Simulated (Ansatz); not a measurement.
AlP (zinc blende)

```xyz
2
Lattice="0.0000 2.7537 2.7537 2.7537 0.0000 2.7537 2.7537 2.7537 0.0000" Properties=species:S:1:pos:R:3 pbc="T T T"
P      1.3768     1.3768     1.3768
Al     0.0000     0.0000     0.0000
```

The volume is varied about the relaxed value V₀ at fixed cell shape. Symmetry pins the atoms to their sites.

The numbers are results of PBE (plane waves to 420 eV, PAW, scalar-relativistic; Ansatz, a program for electronic structure), not measurements. k mesh 10×10×10 (Γ-centred), Fermi-Dirac smearing 0.05 eV. The energy includes the smearing's −TS. Stress and pressure are positive under compression. AlP was relaxed with its symmetry unable to fall. The PAW data are Ansatz's earlier set. The zero of ΔE is the relaxed starting cell.

```json
[
 {"V (Å³/atom)": "19.628", "ΔE (meV/atom)": "21.5"},
 {"V (Å³/atom)": "19.941", "ΔE (meV/atom)": "withheld"},
 {"V (Å³/atom)": "20.254", "ΔE (meV/atom)": "5.1"},
 {"V (Å³/atom)": "20.567", "ΔE (meV/atom)": "1.2"},
 {"V (Å³/atom)": "20.880", "ΔE (meV/atom)": "0.0"},
 {"V (Å³/atom)": "21.194", "ΔE (meV/atom)": "1.2"},
 {"V (Å³/atom)": "21.507", "ΔE (meV/atom)": "4.6"},
 {"V (Å³/atom)": "21.820", "ΔE (meV/atom)": "10.1"},
 {"V (Å³/atom)": "22.133", "ΔE (meV/atom)": "17.5"}
]
```

**Question.** Fit a third-order Birch-Murnaghan form (E₀, V₀, B₀, B₀′ free) to the given rows and predict ΔE at V = 19.941.

**Answer.** Least squares on the 8 given rows: ΔE = E₀ + (9V₀B₀/16)·y²·[2 + (B₀′ − 4)y], y = (V₀/V)^(2/3) − 1, with V₀ = 20.879 Å³/atom, B₀ = 82.51 GPa (160.2 GPa = 1 eV/Å³; the term in eV is multiplied by 1000), B₀′ = 4.24, E₀ = 0.00 meV/atom; root-mean-square residual 0.02 meV/atom. At 19.941 the fit gives 11.8 meV/atom; the calculation gives 11.8 meV/atom, the same to the digits shown. For the pressure the fit gives 4.18 GPa against the computed 4.19 GPa.

(Under strain, the slope of the energy per volume gives the stress and its curvature an elastic modulus.)
